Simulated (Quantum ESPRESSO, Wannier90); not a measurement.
# Wannierisation of Li2H6Pt (Fm-3m)

```
CELL_PARAMETERS angstrom
      0.00000     3.32492     3.32492
      3.32492     0.00000     3.32492
      3.32492     3.32492     0.00000
ATOMIC_POSITIONS crystal
  Li 0.75000 0.75000 0.75000
  Li 0.25000 0.25000 0.25000
  H  0.75479 0.75479 0.24521
  H  0.24521 0.24521 0.75479
  H  0.24521 0.75479 0.75479
  H  0.75479 0.24521 0.24521
  H  0.75479 0.24521 0.75479
  H  0.24521 0.75479 0.24521
  Pt 0.00000 0.00000 0.00000
```

Materials Project entry mp-1078552; symmetrised, unrelaxed at this level. Not found in the COD (Crystallography Open Database) copy used; not checked further. Level: PBEsol, no spin polarisation, no spin-orbit coupling; pw.x of Quantum ESPRESSO at 68 Ry with PseudoDojo potentials, 6×6×6 k-points, Wannier90. Density: 8×8×8 mesh, cold smearing 0.01 Ry. Spin-orbit coupling is left out although heavy elements are present.

Functional, cutoff and mesh named above are those of the base row (6×6×6); the first column says what each row takes instead. Model: 9 functions from bands 7-15, start SCDM (isolated) (the valence bands). Energies are relative to the valence-band maximum; the misfit is to pw.x on a path, for all bands of the set. Only the mesh of Bloch states changes. Ω_total can sit in another minimum from row to row; Ω_I of an isolated set cannot.

| mesh | Ω_I (Å²) | Ω_total (Å²) | rms misfit (meV) | k-points (cost) | rough cost of nscf and overlaps (first row = 1) |
|---|---|---|---|---|---|
| 2×2×2 | 8.54 | 9.77 | 115 | 8 | 1.0 |
| 3×3×3 | 9.75 | 11.18 | 37 | 27 | 2.7 |
| 4×4×4 | 10.30 | 11.76 | 6.7 | 64 | 6 |
| 5×5×5 | 10.58 | 12.04 | 3.5 | 125 | 11 |
| 6×6×6 | 10.75 | 12.21 | 0.8 | 216 | 13 |
| 7×7×7 | 10.85 | 12.31 | 0.4 | 343 | 28 |
